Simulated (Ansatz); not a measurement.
Lu (hcp, Mg type)

```
CELL_PARAMETERS angstrom
      3.50708     0.00000     0.00000
     -1.75354     3.03722     0.00000
      0.00000     0.00000     5.46208
ATOMIC_POSITIONS crystal
  Lu 0.33333 0.66667 0.75000
  Lu 0.66667 0.33333 0.25000
```

The volume is varied about the relaxed value V₀ at fixed cell shape. Symmetry pins the atoms to their sites.

All values below come from PBE (plane waves to 420 eV, PAW, scalar-relativistic; Ansatz, an electronic-structure program). k mesh 15×15×9 (Γ-centred), Fermi-Dirac smearing 0.05 eV. E stands for the smeared free energy. Stress and pressure are positive under compression. With the shape held, the modulus is that of even scaling; a crystal free to change shape is softer. Lu is run without spin polarisation. Lu was relaxed with its symmetry unable to fall. ΔE is measured from the relaxed starting cell. The last digit holds for this mesh only.

```csv
V (Å³/atom),ΔE (meV/atom)
26.181,49.6
26.909,26.8
27.636,withheld
28.363,2.8
29.090,0.0
29.818,2.5
30.545,9.8
31.272,21.4
31.999,36.7
```

Question: Fit a third-order Birch-Murnaghan form (E₀, V₀, B₀, B₀′ free) to the given rows and predict ΔE at V = 27.636.

Answer: Least squares on the 8 given rows: ΔE = E₀ + (9V₀B₀/16)·y²·[2 + (B₀′ − 4)y], y = (V₀/V)^(2/3) − 1, with V₀ = 29.094 Å³/atom, B₀ = 46.72 GPa (160.2 GPa = 1 eV/Å³; the term in eV is multiplied by 1000), B₀′ = 3.42, E₀ = 0.00 meV/atom; root-mean-square residual 0.02 meV/atom. At 27.636 the fit gives 11.5 meV/atom; the calculation gives 11.5 meV/atom, the same to the digits shown. For the pressure the fit gives 2.6 GPa against the computed 2.6 GPa.

(Under strain, the slope of the energy per volume gives the stress and its curvature an elastic modulus.)
